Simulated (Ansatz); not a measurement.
# SiCl3: reading a single point

```yaml
crystal:
  lattice:
    - [3.14334, 5.44442, 0.00000]
    - [-3.14334, 5.44442, 0.00000]
    - [0.00000, 0.00000, 6.77266]
  atoms:
    - { symbol: Cl, position: [0.04550, 0.33080, 0.25000] }
    - { symbol: Cl, position: [0.66920, 0.37630, 0.75000] }
    - { symbol: Cl, position: [0.62370, 0.04550, 0.25000] }
    - { symbol: Cl, position: [0.95450, 0.66920, 0.75000] }
    - { symbol: Cl, position: [0.33080, 0.62370, 0.25000] }
    - { symbol: Cl, position: [0.37630, 0.95450, 0.75000] }
    - { symbol: Si, position: [0.33330, 0.33340, 0.25000] }
    - { symbol: Si, position: [0.66660, 0.66670, 0.75000] }
```

Single point in Ansatz 0.2.0 with PBE, no spin polarisation. Cutoff 420 eV, PAW datasets, 6×6×5 Γ-centred k mesh, fermi-dirac filling (width 0.0199 eV).

Charges: Bader charges in e: Si +2.60, Cl -0.87. In the mean Si gives up most and Cl takes most.
Stress: The pressure is 17.4 GPa (compression positive), so with the atoms held at these fractions the cell would first expand; the forces are large, so a full relaxation may end otherwise. The principal stresses -0.1, 26.1, 26.1 GPa differ, so its shape would change too.
Formation energy: -0.02 eV an atom against the elements' usual phases (free molecules for gases, crystals otherwise, with no correction for O₂ or N₂), too near zero to call. Relaxing would lower it.
At the Fermi level: It is a metal, with about 6.2 states/eV a cell as the mean within 0.25 eV of the Fermi level, mostly Si p (58 %) and Cl p (26 %).
Forces: The largest is on Cl3 (and as large on other atoms): 6.89 eV/Å, components (6.89, -0.09, 0.00). It makes 179° with the line to a nearest neighbour, Si7 at 1.82 Å, pointing away from it.

Origin: a known structure type with other elements, at an estimated volume, so it need not be a known compound. Caveats: many states at the Fermi level without spin polarisation, so a magnetic state may lie lower; the Fermi level lies in a narrow band between gaps, which spin or distortion may split; atoms or cell far from equilibrium.
